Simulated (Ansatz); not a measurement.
**Is this Mg₃ZrN structure a true minimum?**

The cell was found from a proposed guess, not taken from experiment.

Computed with DFT PBE, scalar-relativistic, plane waves, PAW in Ansatz 0.2.0. Cutoff 420 eV; k points 10×10×2 on the computed 10-atom cell (Γ-centred); Gaussian smearing, width 0.10 eV; no spin polarisation.

The cell below (10 atoms, space group P4/nmm (No. 129)) is relaxed within its symmetry.

```xyz
10
Lattice="3.2347 0.0000 0.0000 0.0000 3.2347 0.0000 0.0000 0.0000 17.7033" Properties=species:S:1:pos:R:3 pbc="T T T"
Mg    1.6173    0.0000   14.2985
Mg    0.0000    1.6173    3.4048
Mg    1.6173    0.0000    9.9614
Mg    0.0000    1.6173    7.7419
Mg    0.0000    1.6173   12.1570
Mg    1.6173    0.0000    5.5464
Zr    0.0000    1.6173   16.5971
Zr    1.6173    0.0000    1.1062
N     1.6173    0.0000   16.5779
N     0.0000    1.6173    1.1254
```

For the test it was strained at random (σ = 1.5 % a component), the atoms were moved at random (σ = 0.15 Å), and all was relaxed again on a coarse 6×6×2 mesh (in the run’s order of axes) with 0.20 eV smearing, with no symmetry imposed.

Task: Does it come back?

Result: It returns, within 1 meV/atom of the unmoved cell on that mesh and with the same symmetry when read at 0.1 Å. So it is stable against the distortions that fit this cell and that this random move excites. Modes that don't fit the cell aren't tested.
